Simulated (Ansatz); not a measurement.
Ansatz (an electronic-structure program) input:

Ansatz 0.2 input:
```yaml
crystal:
  lattice:
    - [-2.786354837, 2.786354837, 2.786354837]
    - [2.786354837, -2.786354837, 2.786354837]
    - [2.786354837, 2.786354837, -2.786354837]
  atoms:
    - { symbol: Rb, position: [0.0, 0.0, 0.0] }
kpoints:
  mp_grid: { grid: [22, 22, 22] }
hamiltonian:
  xc: pbesol
  pseudopotentials: { kind: paw }
scf:
  occupations: { method: fermi_dirac, width: 0.1 }
elastic: { mode: relaxed_ion, stencil: two_point, amplitude: 0.005, f_tol: 0.0005 }
```

Output (shortened):

```
Pseudopotential: Rb, paw, valence charge 9
Functional definition: PBEsol
Crystal: 1 atoms, lattice volume = 86.531 Å³
Basis set: ecut = 420 eV, 1721 PW (Γ), exchange–correlation on 72×72×72 points (8 copies of the dense FFT grid, shifted against one another)
Bands: 9, of which v1, the nominal top of the filled ones, is band 5 counted from 1 (4 counted from 0)
Symmetry: 48 space group operations
Space group: Im-3m (ITA 229), of the structure as read, at distance tolerance 4.4e-5 Å
k-points: 328 of 10648
SCF iter   1: F=—  HF=-3217.006574 eV  |F-HF|=—  |Δ(HF+E_count)|=         —  Δρ=6.16e-4  dr2=1.17e-4  ethr=1.77e-3  ⟨swp⟩=7.3  Hψ=24794  notcnv=0
preconditioner: auto → Kerker (q_TF=auto, 1.871 Å⁻¹)
SCF iter   2: F=—  HF=-3217.007232 eV  |F-HF|=—  |Δ(HF+E_count)|=   6.58e-4  Δρ=2.86e-4  dr2=2.55e-5  ethr=1.30e-6  ⟨swp⟩=3.3  Hψ=8052  notcnv=0
SCF iter   3: F=—  HF=-3217.007243 eV  |F-HF|=—  |Δ(HF+E_count)|=   1.16e-5  Δρ=4.02e-5  dr2=8.99e-7  ethr=2.83e-7  ⟨swp⟩=2.0  Hψ=4430  notcnv=0
SCF iter   4: F=—  HF=-3217.007244 eV  |F-HF|=—  |Δ(HF+E_count)|=   9.96e-7  Δρ=1.72e-5  dr2=2.67e-7  ethr=9.99e-9  ⟨swp⟩=1.4  Hψ=3284  notcnv=0
SCF iter   5: F=—  HF=-3217.007244 eV  |F-HF|=—  |Δ(HF+E_count)|=   3.30e-8  Δρ=3.36e-6  dr2=2.60e-8  ethr=2.96e-9  ⟨swp⟩=2.4  Hψ=4142  notcnv=0
SCF iter   6: F=—  HF=-3217.007244 eV  |F-HF|=—  |Δ(HF+E_count)|=   2.90e-9  Δρ=1.50e-6  dr2=3.68e-9  ethr=2.89e-10  ⟨swp⟩=2.0  Hψ=4164  notcnv=0
SCF iter   7: F=—  HF=-3217.007244 eV  |F-HF|=—  |Δ(HF+E_count)|=  2.02e-10  Δρ=7.12e-7  dr2=7.06e-10  ethr=4.09e-11  ⟨swp⟩=1.9  Hψ=3858  notcnv=0
SCF iter   8: F=—  HF=-3217.007244 eV  |F-HF|=—  |Δ(HF+E_count)|=  2.55e-11  Δρ=2.23e-7  dr2=6.82e-11  ethr=7.85e-12  ⟨swp⟩=2.0  Hψ=4112  notcnv=0
SCF iter  10: F=-3217.007244 eV  HF=-3217.007244 eV  |F-HF|=1.82e-12  |Δ(HF+E_count)|=  1.36e-12  Δρ=2.83e-9  dr2=4.65e-15  ethr=1.00e-12  ⟨swp⟩=4.6  Hψ=9422  notcnv=0
SCF 1 converged in 10 iterations: F = -3217.007244 eV  dr2 = 4.65e-15
Crystal: 1 atoms, lattice volume = 86.098 Å³
Basis set: ecut = 420 eV, 1705 PW (Γ), exchange–correlation on 72×72×72 points (8 copies of the dense FFT grid, shifted against one another)
Symmetry: 16 space group operations
k-points: 834 of 10648
iter 1 solved again at ethr=6.08e-7 eV; its pass at ethr=3.10e-3 eV (dr2=5.47e-5 eV) is discarded
SCF iter   1: F=—  HF=-3217.007227 eV  |F-HF|=—  |Δ(HF+E_count)|=         —  Δρ=1.87e-5  dr2=7.17e-7  ethr=6.08e-7  ⟨swp⟩=3.0  Hψ=68888  notcnv=0
preconditioner: auto → Kerker (q_TF=auto, 1.873 Å⁻¹)
SCF iter   2: F=—  HF=-3217.007227 eV  |F-HF|=—  |Δ(HF+E_count)|=   1.35e-7  Δρ=1.23e-5  dr2=3.53e-7  ethr=7.96e-9  ⟨swp⟩=1.7  Hψ=8273  notcnv=0
SCF iter   3: F=—  HF=-3217.007227 eV  |F-HF|=—  |Δ(HF+E_count)|=   1.21e-7  Δρ=3.87e-6  dr2=2.54e-8  ethr=3.92e-9  ⟨swp⟩=2.5  Hψ=11018  notcnv=0
SCF iter   4: F=—  HF=-3217.007227 eV  |F-HF|=—  |Δ(HF+E_count)|=   2.64e-9  Δρ=9.57e-7  dr2=1.20e-9  ethr=2.82e-10  ⟨swp⟩=1.7  Hψ=9073  notcnv=0
SCF iter   5: F=—  HF=-3217.007227 eV  |F-HF|=—  |Δ(HF+E_count)|=  6.90e-10  Δρ=2.58e-7  dr2=1.49e-10  ethr=1.33e-11  ⟨swp⟩=2.0  Hψ=9401  notcnv=0
SCF iter   6: F=—  HF=-3217.007227 eV  |F-HF|=—  |Δ(HF+E_count)|=  6.05e-11  Δρ=8.46e-8  dr2=1.49e-11  ethr=1.66e-12  ⟨swp⟩=1.6  Hψ=7975  notcnv=0
SCF iter   7: F=—  HF=-3217.007227 eV  |F-HF|=—  |Δ(HF+E_count)|=  8.64e-12  Δρ=1.98e-8  dr2=6.15e-13  ethr=1.66e-13 (applied; sched 1.00e-12)  ⟨swp⟩=2.6  Hψ=10638  notcnv=0
SCF iter   8: F=-3217.007227 eV  HF=-3217.007227 eV  |F-HF|=0.00e0  |Δ(HF+E_count)|=  4.55e-13  Δρ=4.91e-9  dr2=3.44e-14  ethr=1.00e-12  ⟨swp⟩=4.7  Hψ=23354  notcnv=0
SCF 2 converged in 8 iterations: F = -3217.007227 eV  dr2 = 3.44e-14
Crystal: 1 atoms, lattice volume = 86.963 Å³
iter 1 solved again at ethr=1.57e-11 eV; its pass at ethr=3.10e-3 eV (dr2=1.41e-9 eV) is discarded
SCF iter   1: F=—  HF=-3217.007218 eV  |F-HF|=—  |Δ(HF+E_count)|=         —  Δρ=1.65e-6  dr2=3.24e-10  ethr=1.57e-11  ⟨swp⟩=3.4  Hψ=71084  notcnv=0
preconditioner: auto → Kerker (q_TF=auto, 1.869 Å⁻¹)
SCF iter   2: F=—  HF=-3217.007218 eV  |F-HF|=—  |Δ(HF+E_count)|=   4.02e-8  Δρ=8.50e-7  dr2=1.31e-10  ethr=3.60e-12  ⟨swp⟩=1.8  Hψ=8713  notcnv=0
SCF iter   3: F=—  HF=-3217.007218 eV  |F-HF|=—  |Δ(HF+E_count)|=   1.18e-8  Δρ=1.03e-7  dr2=8.73e-12  ethr=1.46e-12  ⟨swp⟩=2.4  Hψ=11159  notcnv=0
SCF iter   4: F=—  HF=-3217.007218 eV  |F-HF|=—  |Δ(HF+E_count)|=  1.16e-10  Δρ=1.73e-8  dr2=4.54e-13  ethr=9.70e-14 (applied; sched 1.00e-12)  ⟨swp⟩=2.5  Hψ=10579  notcnv=0
SCF iter   5: F=-3217.007218 eV  HF=-3217.007218 eV  |F-HF|=4.55e-13  |Δ(HF+E_count)|=  9.09e-13  Δρ=5.59e-9  dr2=4.87e-14  ethr=1.00e-12  ⟨swp⟩=4.5  Hψ=23001  notcnv=0
SCF 3 converged in 5 iterations: F = -3217.007218 eV  dr2 = 4.87e-14
Crystal: 1 atoms, lattice volume = 86.530 Å³
Symmetry: 8 space group operations
k-points: 1530 of 10648
iter 1 solved again at ethr=4.38e-7 eV; its pass at ethr=3.10e-3 eV (dr2=3.94e-5 eV) is discarded
SCF iter   1: F=—  HF=-3217.007230 eV  |F-HF|=—  |Δ(HF+E_count)|=         —  Δρ=7.92e-6  dr2=1.02e-7  ethr=4.38e-7  ⟨swp⟩=3.0  Hψ=125959  notcnv=0
preconditioner: auto → Kerker (q_TF=auto, 1.871 Å⁻¹)
SCF iter   2: F=—  HF=-3217.007230 eV  |F-HF|=—  |Δ(HF+E_count)|=   6.87e-8  Δρ=5.79e-6  dr2=6.78e-8  ethr=1.13e-9  ⟨swp⟩=2.8  Hψ=21178  notcnv=0
SCF iter   3: F=—  HF=-3217.007230 eV  |F-HF|=—  |Δ(HF+E_count)|=   4.62e-8  Δρ=2.64e-6  dr2=2.66e-9  ethr=7.53e-10  ⟨swp⟩=2.5  Hψ=20512  notcnv=0
SCF iter   4: F=—  HF=-3217.007230 eV  |F-HF|=—  |Δ(HF+E_count)|=   8.76e-9  Δρ=7.20e-7  dr2=3.91e-10  ethr=2.95e-11  ⟨swp⟩=2.5  Hψ=20581  notcnv=0
SCF iter   5: F=—  HF=-3217.007230 eV  |F-HF|=—  |Δ(HF+E_count)|=  1.55e-11  Δρ=1.93e-7  dr2=2.74e-11  ethr=4.35e-12  ⟨swp⟩=2.0  Hψ=16704  notcnv=0
SCF iter   6: F=—  HF=-3217.007230 eV  |F-HF|=—  |Δ(HF+E_count)|=  3.59e-11  Δρ=2.40e-8  dr2=5.00e-13  ethr=3.04e-13 (applied; sched 1.00e-12)  ⟨swp⟩=2.6  Hψ=20916  notcnv=0
SCF iter   7: F=-3217.007230 eV  HF=-3217.007230 eV  |F-HF|=0.00e0  |Δ(HF+E_count)|=  4.55e-13  Δρ=5.87e-9  dr2=1.33e-14  ethr=1.00e-12  ⟨swp⟩=5.0  Hψ=46544  notcnv=0
SCF 4 converged in 7 iterations: F = -3217.007230 eV  dr2 = 1.33e-14
Crystal: 1 atoms, lattice volume = 86.530 Å³
iter 1 solved again at ethr=1.54e-12 eV; its pass at ethr=3.10e-3 eV (dr2=1.39e-10 eV) is discarded
SCF iter   1: F=—  HF=-3217.007230 eV  |F-HF|=—  |Δ(HF+E_count)|=         —  Δρ=6.72e-7  dr2=1.32e-10  ethr=1.54e-12  ⟨swp⟩=4.0  Hψ=133410  notcnv=0
preconditioner: auto → Kerker (q_TF=auto, 1.871 Å⁻¹)
SCF iter   2: F=—  HF=-3217.007230 eV  |F-HF|=—  |Δ(HF+E_count)|=   6.95e-8  Δρ=3.59e-7  dr2=6.88e-11  ethr=1.47e-12  ⟨swp⟩=1.1  Hψ=13875  notcnv=0
SCF iter   3: F=—  HF=-3217.007230 eV  |F-HF|=—  |Δ(HF+E_count)|=   2.08e-9  Δρ=9.49e-8  dr2=5.66e-12  ethr=7.64e-13 (applied; sched 1.00e-12)  ⟨swp⟩=2.6  Hψ=19771  notcnv=0
SCF iter   4: F=—  HF=-3217.007230 eV  |F-HF|=—  |Δ(HF+E_count)|=  1.46e-10  Δρ=1.31e-8  dr2=2.66e-13  ethr=6.29e-14 (applied; sched 1.00e-12)  ⟨swp⟩=1.6  Hψ=14683  notcnv=0
SCF iter   5: F=-3217.007230 eV  HF=-3217.007230 eV  |F-HF|=0.00e0  |Δ(HF+E_count)|=    0.00e0  Δρ=3.33e-9  dr2=1.42e-14  ethr=1.00e-12  ⟨swp⟩=5.0  Hψ=44926  notcnv=0
SCF 5 converged in 5 iterations: F = -3217.007230 eV  dr2 = 1.42e-14
SCF converged after 10 iterations
Free energy (F): -3217.007244 eV
Harris-Foulkes:  -3217.007244 eV  (|F-HF|=1.82e-12)
Internal energy: -3216.977743 eV  (E = F + TS)
E sigma→0 (E₀):  -3216.992494 eV
Entropy (-TS):   -0.029501 eV (-29.501 meV/atom)
Fermi energy:    2.084001 eV
--- Per-component energies (eV) ---
  E_band       = -117.087080
  E_kinetic    = 190.895090
  E_local      = -699.800082  (includes V_loc(G=0)·N_el)
  E_nonlocal   = 175.158523
  E_hartree    = 194.546813
  E_xc         = -127.776114
  E_vxc        = -134.301102  (∫ρ·V_xc dr)
  E_paw        = -2569.278833  (= ΣΔE_a)
  E_vpaw       = -38.133134  (= ΣTr[D̂ρ^β])
  E_aug_tail   = -0.000001  (compensation charges beyond the density's cutoff)
  E_ewald      = -380.846809
  E_core_change = 0.123671  (= ΣΔE_core)
  E_smearing   = -0.029501  (= −TS)
  E_closure    = 0.000000  (closes the sum)
  Σ components = -3217.007244   (vs F -3217.007244, Δ=0.00e0)
  [band-id]    e_kinetic+e_local+e_nonlocal+2·e_hartree+e_vxc+e_vpaw+e_augmentation_tail = -117.087081   (vs E_band -117.087080, Δ=-4.60e-7)
--- Forces (eV/Å), atoms counted from 1 ---
  atom   1  Rb     0.00000000     0.00000000     0.00000000
  max |Σ_I F_I| component: 0.0 eV/Å
--- Stress (GPa, compression-positive) ---
       -0.001809       0.000000       0.000000
        0.000000      -0.001809       0.000000
        0.000000       0.000000      -0.001809
  P = ⅓ Tr σ = -0.0018 GPa (-0.018 kbar)
--- Band table (eV; the first three rows and the last of 328) ---
  k-point 0: bands = ["-26.7398", "-10.7790", "-10.7790", "-10.7790", "0.0443", "5.8150", "5.8150", "5.8150", "6.7969"]
  k-point 1: bands = ["-26.7397", "-10.7814", "-10.7798", "-10.7790", "0.0700", "5.7768", "5.7814", "5.8389", "6.7219"]
  k-point 2: bands = ["-26.7394", "-10.7884", "-10.7821", "-10.7791", "0.1467", "5.6577", "5.6729", "5.9103", "6.5888"]
  k-point 327: bands = ["-26.7302", "-10.8610", "-10.8610", "-10.8610", "3.3184", "3.3184", "5.4570", "5.4570", "5.4570"]
--- Elastic constants: 2 strain directions × 2 members + reference (group order 48) ---
  dense FFT box of the reference and of every strained cell: 36×36×36
  strains applied: 11, 23; error gains: componentwise 1.00 (the most a stress slope's error grows in a printed constant), spectral 1.73 (1 for all six strains …
  C = ∂σ_k/∂η_j (tension-positive GPa; Voigt order 11 22 33 23 13 12):
         3.209      2.740      2.740      0.000      0.000      0.000
         2.740      3.209      2.740      0.000      0.000      0.000
         2.740      2.740      3.209      0.000      0.000      0.000
         0.000      0.000      0.000      2.127      0.000      0.000
         0.000      0.000      0.000      0.000      2.127      0.000
         0.000      0.000      0.000      0.000      0.000      2.127
  reference stress σ⁰ (GPa):      0.002      0.002      0.002      0.000      0.000      0.000
  C* (energy form; C + prestress term) asymmetry max|C*_kj − C*_jk| = 1.332e-15 GPa — a small one proves nothing (zero by symmetry where the batch's group is …
  moduli (Voigt/Reuss/Hill, GPa): K = 2.90/2.90/2.90   G = 1.37/0.50/0.94   E = 2.54   ν = 0.354
  mechanically stable: yes (min eigenvalue of sym C = 0.47 GPa)
  where every solve meets its electron count the energy-path curvature estimates C_jj along a normal strain and C_jj − ¼(σ⁰_aa + σ⁰_bb) along a shear (ab), of …
  strain η (Voigt 11):  stress-route row diagonal C_11 = 3.21 GPa, energy-path curvature d²(F+E_count+ΔE)/dδ²/Ω₀ = 3.21 GPa
         δ    σ_11 (GPa)             F (eV)   n_scf  n_hpsi   n_pw
    -5.000e-3      -0.0145       -3217.0072272       8  160334   1705   relax 0 steps, max|allowed force component| 0.00e0 eV/Å
     5.000e-3       0.0176       -3217.0072180       5  136258   1723   relax 0 steps, max|allowed force component| 0.00e0 eV/Å
  strain η (Voigt 23):  stress-route row diagonal C_44 = 2.13 GPa, energy-path curvature d²(F+E_count+ΔE)/dδ²/Ω₀ = 2.13 GPa
         δ    σ_23 (GPa)             F (eV)   n_scf  n_hpsi   n_pw
    -5.000e-3      -0.0106       -3217.0072299       7  293886   1721   relax 0 steps, max|allowed force component| 0.00e0 eV/Å
     5.000e-3       0.0106       -3217.0072299       5  248149   1721   relax 0 steps, max|allowed force component| 0.00e0 eV/Å
```

Cost: around 4 core-minutes (rough) on shared cores.

The PBEsol relaxation kept the symmetry of its start. As this level gives no gap, shear constants depend on the k-mesh and smearing (Fermi–Dirac, 0.1 eV here). Scalar-relativistic: spin–orbit coupling is off unless named, which matters more the heavier the elements.

Potentials: the later of the program's two PAW sets.

Ansatz is a plane-wave DFT program.
